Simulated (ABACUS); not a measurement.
A self-consistent single point of AlGaN₂ (Pmm2, 4 atoms in the cell; from Materials Project mp-1008556, changed as shown).

```xyz
4
Lattice="3.1365 0.0000 0.0000 0.0000 3.1365 0.0000 0.0000 0.0000 4.4176" Properties=species:S:1:pos:R:3 pbc="T T T"
Al     1.5682     1.5682     2.2088
Ga     0.0000     0.0000    -0.0800
N      1.5682     0.0000     3.2614
N      0.0000     1.5682     1.1563
```

Computed with LDA (PW92), PseudoDojo 0.4 standard norm-conserving LDA (tails mended) pseudopotentials (plane waves; ABACUS).

ABACUS settings:

- KPT = Gamma 10 10 6 0 0 0
- basis_type = pw
- dft_functional = PWLDA
- ecutwfc = 84 Ry
- smearing_method = fixed
- potentials = PseudoDojo 0.4 standard norm-conserving LDA (tails mended)
- symmetry = 1
- symmetry_prec = 1e-05
- ks_solver = dav
- scf_nmax = 100
- scf_thr = 1.0e-09 Ry
- mixing_type = pulay

Results:

```
Property                                                  Value
------------------------------------------------  -------------
Number of valence electrons                                  26
Number of bands                                              23
Number of k-points after the program's reduction            144
Number of plane waves (most at a k-point)                  3848
Number of SCF iterations                                      9
FFT grid                                           36 × 36 × 50
Free energy E − TS                                -2710.6171 eV
Top of the valence band (on the code's own zero)        8.77 eV
Gap on the k-point mesh                                 2.66 eV
Pressure                                              -4.49 GPa
Largest force (vector length)                        1.699 eV/Å
```

Forces (eV/Å):
```csv
atom,Fx,Fy,Fz
Al1,0.000,0.000,-0.707
Ga2,0.000,0.000,1.699
N3,0.000,0.000,-0.386
N4,0.000,0.000,-0.606
```

Stress (GPa, positive for compression):
```
-1.62   0.00   0.00
 0.00  -6.71   0.00
 0.00   0.00  -5.15
```

The gap is read on the k-point mesh of the run and can differ from the gap over the whole zone at this level.

For comparison: a first run was changed to give this one (atom 2 moved by -0.08 angstrom along z), and from it to this one the free energy goes up by 17.1 meV/atom, the pressure goes from -4.90 to -4.49 GPa, the largest force goes from 0.160 to 1.699 eV/Å and the gap on the mesh goes from 2.915 to 2.662 eV.

Forces above 1 eV/Å remain at this geometry. The structure comes from a collection of computed structures, made at another level of theory; the collection holds predicted forms beside known ones. Its lattice was then scaled.

Cost on one core: roughly 5 core-minutes.

“Tails mended”: in these copies of the files the far tail of each local potential was reset to the Coulomb form.
